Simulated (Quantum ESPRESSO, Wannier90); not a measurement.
## TiO2 (Pbcn), plane waves to Wannier functions

```xyz
12
Lattice="4.5454 0.0000 0.0000 0.0000 5.5196 0.0000 0.0000 0.0000 4.9092" Properties=species:S:1:pos:R:3 pbc="T T T"
Ti     2.2727    -1.8050    -1.2273
Ti     2.2727     1.8050     1.2273
Ti     0.0000    -0.9548     1.2273
Ti     0.0000     0.9548    -1.2273
O     -1.2338    -2.1069     0.3994
O      1.2338     2.1069    -0.3994
O     -1.0388    -0.6529    -2.0552
O      1.0388     0.6529     2.0552
O      1.0388    -0.6529    -0.3994
O     -1.0388     0.6529     0.3994
O      1.2338    -2.1069     2.0552
O     -1.2338     2.1069    -2.0552
```

Structure: Materials Project mp-1439, symmetrised, not relaxed again. Not found in the COD (Crystallography Open Database) copy used, which has the formula in other groups; not checked further. Computed values, not measurements, from PBEsol: Quantum ESPRESSO (norm-conserving PseudoDojo potentials, cutoff 68 Ry, no spin polarisation, no spin-orbit coupling) on a Γ-centred 4×4×4 mesh, then Wannier90. Density: 8×6×6 mesh, cold smearing 0.01 Ry.

A tight-binding model is made by disentanglement and projection with no localisation steps (num_iter = 0), so the 44 orbitals stay atom-like: hydrogen-like Ti: d; O: p, axes along x, y, z; frozen window up to 4.11 eV relative to the valence-band maximum. It follows pw.x to 0.3 meV rms for states up to 3.6 eV relative to the valence-band maximum. Matrix elements depend on this choice of orbitals and windows.

The 45 largest hoppings ⟨m,0|H|n,R⟩ between different sites (one of each Hermitian pair; signs follow the real orbitals' lobes; the list may end inside a set of equal values):

```
m              n      R  distance of the centres (Å)  t (eV)
-------  -------  -----  ---------------------------  ------
O6 pz    Ti2 dxz  0 0 0                         1.95  -1.801
O9 pz    Ti3 dxz  0 0 0                         1.95   1.801
O10 pz   Ti4 dxz  0 0 0                         1.95  -1.801
Ti3 dxz    O7 pz  0 0 1                         1.95  -1.801
O8 pz    Ti4 dxz  0 0 1                         1.95   1.801
O11 pz   Ti1 dxz  0 0 1                         1.95  -1.801
Ti1 dxz    O5 pz  1 0 0                         1.95   1.801
Ti2 dxz   O12 pz  1 0 1                         1.95   1.801
O6 px    Ti2 dz2  0 0 0                         1.96  -1.475
O11 px   Ti1 dz2  0 0 1                         1.96  -1.475
Ti1 dz2    O5 px  1 0 0                         1.96   1.475
Ti2 dz2   O12 px  1 0 1                         1.96   1.475
O9 px    Ti3 dz2  0 0 0                         1.96   1.475
O10 px   Ti4 dz2  0 0 0                         1.96  -1.475
Ti3 dz2    O7 px  0 0 1                         1.96  -1.475
O8 px    Ti4 dz2  0 0 1                         1.96   1.475
O8 px    Ti2 dyz  0 0 0                         1.87   1.342
O9 px    Ti1 dyz  0 0 0                         1.87  -1.342
Ti1 dyz    O7 px  1 0 0                         1.87  -1.342
Ti2 dyz   O10 px  1 0 0                         1.87   1.342
O5 px    Ti3 dyz  0 0 0                         1.87  -1.342
O6 px    Ti4 dyz  0 0 0                         1.87   1.342
O11 px   Ti3 dyz  0 0 0                         1.87  -1.342
O12 px   Ti4 dyz  0 0 0                         1.87   1.342
O5 pz    Ti3 dxy  0 0 0                         1.88  -1.329
O6 pz    Ti4 dxy  0 0 0                         1.88   1.329
O8 pz    Ti2 dxy  0 0 0                         1.88   1.329
O9 pz    Ti1 dxy  0 0 0                         1.88  -1.329
O11 pz   Ti3 dxy  0 0 0                         1.88  -1.329
O12 pz   Ti4 dxy  0 0 0                         1.88   1.329
Ti1 dxy    O7 pz  1 0 0                         1.88  -1.329
Ti2 dxy   O10 pz  1 0 0                         1.88   1.329
O5 py    Ti3 dxz  0 0 0                         1.89  -1.303
O6 py    Ti4 dxz  0 0 0                         1.89   1.303
O8 py    Ti2 dxz  0 0 0                         1.89   1.303
O9 py    Ti1 dxz  0 0 0                         1.89  -1.303
O11 py   Ti3 dxz  0 0 0                         1.89  -1.303
O12 py   Ti4 dxz  0 0 0                         1.89   1.303
Ti1 dxz    O7 py  1 0 0                         1.89  -1.303
Ti2 dxz   O10 py  1 0 0                         1.89   1.303
O7 py    Ti4 dxy  0 0 0                         2.07  -1.183
O8 py    Ti3 dxy  0 0 0                         2.07   1.183
O9 py    Ti4 dxy  0 0 0                         2.07   1.183
O10 py   Ti3 dxy  0 0 0                         2.07  -1.183
Ti2 dxy   O11 py  0 1 0                         2.07  -1.183
```
